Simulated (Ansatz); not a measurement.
The cell below belongs to a search over invented structures; it isn't taken from experiment.

Input and command of a plane-wave DFT calculation in Ansatz:

```yaml
crystal:
  lattice:
    - [-1.6, 1.6, 14.5]
    - [1.6, -1.6, 14.5]
    - [1.6, 1.6, -14.5]
  atoms:
    - { symbol: Hf, position: [0.848, 0.848, 0.0] }
    - { symbol: Hf, position: [0.152, 0.152, 0.0] }
    - { symbol: Hf, position: [0.576, 0.576, 0.0] }
    - { symbol: Hf, position: [0.0, 0.0, 0.0] }
    - { symbol: Hf, position: [0.424, 0.424, 0.0] }
    - { symbol: Cl, position: [0.297, 0.297, 0.0] }
    - { symbol: Cl, position: [0.703, 0.703, 0.0] }
basis:
  ecutwfc: 420
kpoints:
  mp_grid: { grid: [7, 7, 7] }
hamiltonian:
  xc: pbe
scf:
  occupations: { method: gaussian, width: 0.2 }
  lower_state_search: "off"
output:
  forces: true
  stress: true
  eigenvalues: true
relax:
  adjacent_minimum: "off"
  f_tol: 0.08
  max_steps: 16
  cell: { stress_tol: 0.8 }
```

```bash
ansatz run input.yaml --threads 1 --pin off --max-ram 2560MiB --backend cpu --events-out ev --progress --plain --runs-dir out
```

Processor: Intel(R) Xeon(R) 6975P-C (Granite Rapids), 1 thread, on a host shared with other jobs.

Question: How long does it run, and how much memory does it take?

Answer: About 96 s, peak memory 0.75 GiB. It solves 87 bands at 40 k points (after reduction by symmetry) with about 3153 plane waves (on the last cell), in 42 SCF iterations over 5 ionic steps.
